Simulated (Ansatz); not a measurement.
ZnSe:
```
CELL_PARAMETERS angstrom
      0.00000     2.86651     2.86651
      2.86651     0.00000     2.86651
      2.86651     2.86651     0.00000
ATOMIC_POSITIONS crystal
  Se 0.75000 0.75000 0.75000
  Zn 0.00000 0.00000 0.00000
```

Tensor components refer to the Cartesian frame of this cell.

Task: Give the high-frequency dielectric tensor and the Born effective charge tensors of the independent atoms from DFPT, DFT-PBE in the program Ansatz with PAW potentials.

Result: 
ε∞:
```
7.37  0.00  0.00
0.00  7.37  0.00
0.00  0.00  7.37
```
Z* of atom 1 (Se), rows: field, columns: displacement, in e:
```
-2.11   0.00   0.00
 0.00  -2.11   0.00
 0.00   0.00  -2.11
```
Z* of atom 2 (Zn), rows: field, columns: displacement, in e:
```
2.11  0.00  0.00
0.00  2.11  0.00
0.00  0.00  2.11
```

Static charges for comparison (Bader): Se1 -0.75, Zn2 +0.75 e. Born charges measure polarisation by displacement and can exceed these by far.

Space group F-43m (zinc blende). The PBE relaxation kept the symmetry of its start; phonons on a q-mesh show no instability. Spin–orbit coupling is left out wherever it is not named.

Potentials: the later of the program's two PAW sets.
